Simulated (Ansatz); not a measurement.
# H7N2F: field gradients at two levels of theory

Cell: a Materials Project structure (computed, not necessarily an observed phase), atoms as given.

```
H N F
1.0
     8.04838    0.00000    0.00000
     0.00000    5.62965    0.00000
     0.00000    0.00000    7.36770
H N F
28 8 4
Direct
  0.72531 0.78850 0.02829
  0.27469 0.21150 0.52829
  0.77469 0.78850 0.52829
  0.22531 0.21150 0.02829
  0.74558 0.04598 0.14943
  0.25442 0.95402 0.64943
  0.75442 0.04598 0.64943
  0.24558 0.95402 0.14943
  0.63095 0.04440 0.95671
  0.36905 0.95560 0.45671
  0.86905 0.04440 0.45671
  0.13095 0.95560 0.95671
  0.55901 0.90101 0.14622
  0.44099 0.09899 0.64622
  0.94099 0.90101 0.64622
  0.05901 0.09899 0.14622
  0.62979 0.43277 0.56180
  0.37021 0.56723 0.06180
  0.87021 0.43277 0.06180
  0.12979 0.56723 0.56180
  0.73588 0.43151 0.37164
  0.26412 0.56849 0.87164
  0.76412 0.43151 0.87164
  0.23588 0.56849 0.37164
  0.56357 0.59186 0.38692
  0.43643 0.40814 0.88692
  0.93643 0.59186 0.88692
  0.06357 0.40814 0.38692
  0.66367 0.94661 0.07107
  0.33633 0.05339 0.57107
  0.83633 0.94661 0.57107
  0.16367 0.05339 0.07107
  0.66661 0.53648 0.45554
  0.33339 0.46352 0.95554
  0.83339 0.53648 0.95554
  0.16661 0.46352 0.45554
  0.60589 0.19695 0.76259
  0.39411 0.80305 0.26259
  0.89411 0.19695 0.26259
  0.10589 0.80305 0.76259
```

Sites (sets of like atoms) are named by element and the number of their first atom in this list.

First run. Level of theory: DFT, PBE, plane waves and PAW, scalar-relativistic, 420 eV cutoff, Γ-centred 3×4×3 k-points, Fermi–Dirac smearing 0.02 eV (Ansatz 0.2.0).

```json
{"site": "H1", "atom": "1", "V_zz (10²¹ V/m²)": "1.82", "η": "0.01"}
{"site": "H5", "atom": "5", "V_zz (10²¹ V/m²)": "2.56", "η": "0.02"}
{"site": "H9", "atom": "9", "V_zz (10²¹ V/m²)": "2.54", "η": "0.01"}
{"site": "H13", "atom": "13", "V_zz (10²¹ V/m²)": "2.53", "η": "0.02"}
{"site": "H17", "atom": "17", "V_zz (10²¹ V/m²)": "3.40", "η": "0.11"}
{"site": "H21", "atom": "21", "V_zz (10²¹ V/m²)": "3.39", "η": "0.11"}
{"site": "H25", "atom": "25", "V_zz (10²¹ V/m²)": "3.43", "η": "0.11"}
{"site": "N29", "atom": "29", "V_zz (10²¹ V/m²)": "-0.81", "η": "0.08"}
{"site": "N33", "atom": "33", "V_zz (10²¹ V/m²)": "-6.73", "η": "0.00"}
{"site": "F", "atom": "37", "V_zz (10²¹ V/m²)": "-0.64", "η": "0.93"}
```

Second run. The same atoms and settings, except that the functional is r2SCAN and the cutoff is 500 eV.

Q: What does the second run give?

A: 

```tsv
site	atom	V_zz	η	change of V_zz
H1	1	1.73	0.00	-0.09
H5	5	2.47	0.02	-0.09
H9	9	2.45	0.01	-0.09
H13	13	2.44	0.02	-0.09
H17	17	3.34	0.11	-0.06
H21	21	3.33	0.12	-0.06
H25	25	3.37	0.12	-0.06
N29	29	-0.81	0.08	0.00
N33	33	-6.90	0.00	-0.17
F	37	-0.58	0.93	+0.06
```

The largest change of V_zz is on N33, from -6.73 to -6.90. In per cent, |V_zz| changes by -5 to -2 on H, +1 to +3 on N, -8 on F (all sites that start above 0.5).

The lattice is static: at room temperature ammonium and NH₃ may turn and average the couplings of their hydrogen.
For the first run: The largest force is 0.3 eV/Å, so the atoms aren't at the calculated equilibrium and relaxing them would move these values.
